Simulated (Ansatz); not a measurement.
GeRh:
```yaml
crystal:
  lattice:
    - [3.63971, 0.00000, 0.00000]
    - [-1.81986, 3.15208, 0.00000]
    - [0.00000, 0.00000, 2.83878]
  atoms:
    - { symbol: Rh, position: [0.00000, 0.00000, 0.00000] }
    - { symbol: Ge, position: [0.66667, 0.33333, 0.50000] }
```

Relaxed with PBE. Special points in fractions of this cell's reciprocal vectors: Γ (0.000, 0.000, 0.000); M (0.500, 0.000, 0.000); K (0.333, 0.333, 0.000); A (0.000, 0.000, 0.500); L (0.500, 0.000, 0.500); H (0.333, 0.333, 0.500).

Problem. List the band energies nearest the Fermi level at these points for plane-wave PAW PBE (Ansatz code).

Solution. In eV from the Fermi level; about four levels below and three above (degenerate sets whole), none deeper than 8.9 eV; … stands for higher levels left out; points with the same levels are listed once.

```tsv
k	below	above
Γ	-4.00 -4.00 -1.47 -1.47	4.12 4.12 5.17
M	-2.33 -2.18 -1.55 -1.34	0.08 6.71 8.33
K	-2.13 -1.92 -1.70 -0.97	8.83 11.18 …
A	-3.77 -3.77 -2.58 -2.58	0.89 4.72 4.72
L	-3.04 -1.63 -0.97 -0.88	1.88 4.05 6.41
H	-5.10 -2.21 -1.20 -1.04	0.66 0.76 3.67
```

Space group P-6m2. A made-up cell: these elements were put on the sites of a structure type; neither database checked (COD, Materials Project) lists it. COD files the formula under space group No. 62, so this cell is another polymorph or a model. Whether it is the stable phase at ambient conditions was not checked. Symmetry was held in the PBE relaxation; whether a distortion lowers the energy is not shown. No spin polarisation was allowed. Spin–orbit coupling is left out wherever it is not named.

Potentials: the later of the program's two PAW sets.
